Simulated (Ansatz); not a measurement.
A: ZnS (zinc blende), a = 5.443 Å, b = 5.443 Å, c = 5.443 Å, α = 90.00°, β = 90.00°, γ = 90.00°
B: CdSe (zinc blende), a = b = c = 6.196 Å, α = β = γ = 90.00°
C: KTaO3 (cubic perovskite), a = 4.0244 Å, b = 4.0244 Å, c = 4.0244 Å, α = 90.00°, β = 90.00°, γ = 90.00°
D: AlNi (CsCl type), a = b = c = 2.8930 Å, α = β = γ = 90.00°

Scan: energy against volume (even scaling of the relaxed cell, symmetry kept). All come from one method, each on a k mesh of its own. AlNi is run without spin polarisation. All were relaxed with their symmetry unable to fall. KTaO3 is run without spin polarisation. Spin-orbit coupling is left out.

Q: Put the candidates in order of bulk modulus (fitted), lowest first, for PBE (plane waves to 420 eV, PAW, scalar-relativistic; Ansatz, a program for electronic structure).

A: B (44.7 GPa), A (69.4 GPa), D (159 GPa), C (188 GPa)

(A scan under strain: stresses follow from slopes of the energy per volume, elastic moduli from its curvatures.)
